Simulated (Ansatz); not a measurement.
# Every step of a relaxation of hcp Zn (10-10), 6 layers

DFT, LDA, PAW with Ansatz's default frozen-core files, scalar-relativistic (Ansatz 0.2.0); a Γ-centred 14×8×1 k mesh, Fermi–Dirac smearing of 0.08 eV, no spin polarisation. The run relaxes the atoms in the fixed cell.

Command: `ansatz run input.yaml --threads 2 --pin off --max-ram 4096MiB --backend cpu --events-out ev --progress --plain --runs-dir out` It took 96 s on 2 threads of Intel(R) Xeon(R) Platinum 8375C CPU @ 2.90GHz (Ice Lake) (shared host), peak memory 0.67 GiB.

```yaml
crystal:
  lattice:
    - [2.5748926521, 0.0, 0.0]
    - [0.0, 4.7112279034, 0.0]
    - [0.0, 0.0, 21.2032]
  atoms:
    - { symbol: Zn, position: [0.75, 0.75, 0.3773026622] }
    - { symbol: Zn, position: [0.25, 0.25, 0.4123590447] }
    - { symbol: Zn, position: [0.25, 0.75, 0.4824718088] }
    - { symbol: Zn, position: [0.75, 0.25, 0.5175281912] }
    - { symbol: Zn, position: [0.75, 0.75, 0.5876409553] }
    - { symbol: Zn, position: [0.25, 0.25, 0.6226973378] }
kpoints:
  mp_grid: { grid: [14, 8, 1] }
scf:
  occupations: { method: fermi_dirac, width: 0.08 }
hamiltonian:
  xc: lda
  pseudopotentials: { kind: paw }
output:
  forces: true
  stress: true
  eigenvalues: true
relax:
  f_tol: 0.01
  max_steps: 40
efield:
  axis: 3
  amplitude: 0
  dipole_correction: true
```

Each step lists its free energy a cell above the last geometry, and Cartesian positions (Å) with forces (eV/Å).

The first step:

```
step 1  dF = 429.00 meV
  Zn 1.9312 3.5334 8.0000   0.0000 0.0000 0.0821
  Zn 0.6437 1.1778 8.7433   0.0000 0.0000 -0.6245
  Zn 0.6437 3.5334 10.2299   0.0000 0.0000 0.2739
  Zn 1.9312 1.1778 10.9733   0.0000 0.0000 -0.2739
  Zn 1.9312 3.5334 12.4599   0.0000 0.0000 0.6245
  Zn 0.6437 1.1778 13.2032   0.0000 0.0000 -0.0821
```

The PAW files were made under PBE.

**Question.** Where does the relaxation end, and by which steps?

**Answer.** After 6 geometries, with a shortest distance of 2.575 Å. The further steps:
```
step 2  dF = 238.53 meV
  Zn 1.9312 3.5334 8.0753   0.0000 0.0000 0.0471
  Zn 0.6437 1.1778 8.6175   0.0000 0.0000 -0.4467
  Zn 0.6437 3.5334 10.3217   0.0000 0.0000 0.2319
  Zn 1.9312 1.1778 10.8815   0.0000 0.0000 -0.2319
  Zn 1.9312 3.5334 12.5857   0.0000 0.0000 0.4467
  Zn 0.6437 1.1778 13.1279   0.0000 0.0000 -0.0471
step 3  dF = 58.86 meV
  Zn 1.9312 3.5334 8.1421   0.0000 0.0000 0.0838
  Zn 0.6437 1.1778 8.4197   0.0000 0.0000 -0.1905
  Zn 0.6437 3.5334 10.4564   0.0000 0.0000 0.1118
  Zn 1.9312 1.1778 10.7468   0.0000 0.0000 -0.1118
  Zn 1.9312 3.5334 12.7835   0.0000 0.0000 0.1905
  Zn 0.6437 1.1778 13.0611   0.0000 0.0000 -0.0838
step 4  dF = 6.77 meV
  Zn 1.9312 3.5334 8.3102   0.0000 0.0000 -0.0896
  Zn 0.6437 1.1778 8.2198   0.0000 0.0000 0.0226
  Zn 0.6437 3.5334 10.6408   0.0000 0.0000 -0.0100
  Zn 1.9312 1.1778 10.5624   0.0000 0.0000 0.0100
  Zn 1.9312 3.5334 12.9834   0.0000 0.0000 -0.0226
  Zn 0.6437 1.1778 12.8930   0.0000 0.0000 0.0896
step 5  dF = 0.09 meV
  Zn 1.9312 3.5334 8.2521   0.0000 0.0000 -0.0106
  Zn 0.6437 1.1778 8.2490   0.0000 0.0000 -0.0070
  Zn 0.6437 3.5334 10.6030   0.0000 0.0000 -0.0005
  Zn 1.9312 1.1778 10.6002   0.0000 0.0000 0.0005
  Zn 1.9312 3.5334 12.9542   0.0000 0.0000 0.0070
  Zn 0.6437 1.1778 12.9511   0.0000 0.0000 0.0106
step 6  dF = 0.00 meV
  Zn 1.9312 3.5334 8.2447   0.0000 0.0000 0.0015
  Zn 0.6437 1.1778 8.2437   0.0000 0.0000 0.0026
  Zn 0.6437 3.5334 10.6021   0.0000 0.0000 -0.0003
  Zn 1.9312 1.1778 10.6011   0.0000 0.0000 0.0003
  Zn 1.9312 3.5334 12.9595   0.0000 0.0000 -0.0026
  Zn 0.6437 1.1778 12.9585   0.0000 0.0000 -0.0015
```
